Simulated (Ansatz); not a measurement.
Theory: Ansatz, DFT PBE, scalar-relativistic, plane waves, PAW. All cells share a 420 eV cutoff and Γ-centred k meshes spaced at most about 0.3 Å⁻¹ (about 0.25 or finer for metals, 2π included). No spin polarisation in the final relaxations.

These are static total energies at zero pressure.

Two forms of BiH4 were relaxed alike.

1.

Space group P4/mmm (No. 123). a = 3.329 Å, b = 3.329 Å, c = 4.368 Å, α = 90.00°, β = 90.00°, γ = 90.00°
```json
{"atom": "Bi", "site": "1a", "symmetry": "4/mmm", "x": "0.0000", "y": "0.0000", "z": "0.0000"}
{"atom": "H", "site": "1b", "symmetry": "4/mmm", "x": "0.0000", "y": "0.0000", "z": "0.5000"}
{"atom": "H", "site": "1c", "symmetry": "4/mmm", "x": "0.5000", "y": "0.5000", "z": "0.0000"}
{"atom": "H", "site": "2e", "symmetry": "mmm.", "x": "0.0000", "y": "0.5000", "z": "0.5000"}
```

2.

Space group Im-3m (No. 229). a = 4.899 Å, b = 4.899 Å, c = 4.899 Å, α = 90.00°, β = 90.00°, γ = 90.00°
| atom | site | symmetry | x | y | z |
| --- | --- | --- | --- | --- | --- |
| Bi | 2a | m-3m | 0.0000 | 0.0000 | 0.0000 |
| H | 8c | .-3m | 0.2500 | 0.2500 | 0.2500 |

Question: Which would you expect to be lower, and how large is the difference?

Answer: Cell 2 is lower, by 258 meV/atom. Cell 1 has space group P4/mmm (No. 123), 9.7 Å³/atom and no gap on its mesh; cell 2 has space group Im-3m (No. 229), 11.8 Å³/atom and no gap. Counting H atoms around Bi (those within 1.25 times the shortest such distance or 1.15 times the sum of covalent radii), cell 1 has Bi 6 and cell 2 has Bi 8. The lower one is the more open, so pressure narrows the difference. Even the lower one lies +0.75 eV/atom against the reference forms of the elements (uncorrected), so neither is stable at this level. Both come from invented guesses.

These runs have no spin–orbit coupling, which can matter for Bi. With hydrogen, zero-point motion can shift such differences by 10 meV/atom or more. A magnetic state wasn't ruled out in cells without spin, among them P4/mmm, Im-3m. Cells relaxed within their symmetry can be saddle points.
